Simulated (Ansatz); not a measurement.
## Property card for CdSe

CdSe:
Space group Fm-3m (No. 225); a = b = c = 5.564 Å, α = β = γ = 90.00°

```json
[
 {"atom": "Cd", "site": "4a", "symmetry": "m-3m", "x": "0.0000", "y": "0.0000", "z": "0.0000"},
 {"atom": "Se", "site": "4b", "symmetry": "m-3m", "x": "0.5000", "y": "0.5000", "z": "0.5000"}
]
```
(The calculation used a cell of 2 atoms; values per cell refer to that cell.)

Space group Fm-3m (No. 225), rock salt; conventional cell a = b = c = 5.5643 Å, α = β = γ = 90.00°.

Method: LDA in the plane-wave PAW code Ansatz. Geometry: relaxed at this level of theory. Other levels are named where they apply.

Cell and energy:

* **Volume per atom**: 21.53 Å³
* **Density**: 7.38 g/cm³
* **Formation energy from the elements (no fitted shifts)**: -0.46 eV/atom

Electronic structure:

- Electronic character: metallic (no gap)
- Density of states at the Fermi level: 0.20 states/eV per atom (mean over ±0.08 eV)

Mechanics:

- Bulk modulus (Birch–Murnaghan fit): 784 kbar
- Pressure derivative B′: 4.8
- Elastic constants (relaxed ions, GPa): C11 = 138, C12 = 48.7, C44 = 28.0
- Mechanical stability: stable (all eigenvalues of C positive)
- Hill bulk and shear moduli: 78.6 and 33.8 GPa
- Young's modulus: 88.8 GPa
- Poisson's ratio: 0.31
- Debye temperature from the elastic constants: 256 K

Phonons:

- Highest zone-centre frequency: 108 cm^-1
- Zone-centre stability: no imaginary mode at Γ

This is a known high-pressure phase of the composition, computed here at zero pressure and temperature. The cell was relaxed with LDA under the symmetry of its start. As this level gives no gap, shear constants depend on the k-mesh and smearing (Fermi–Dirac, 0.1 eV here). As this level gives no gap, phonon frequencies hold no LO–TO term and depend on the k-mesh and smearing (Fermi–Dirac, 0.1 eV here). The references are the lowest solids computed at this level, not always the standard phases. Spin–orbit coupling is left out wherever it is not named.

Potentials: the later of the program's two PAW sets.
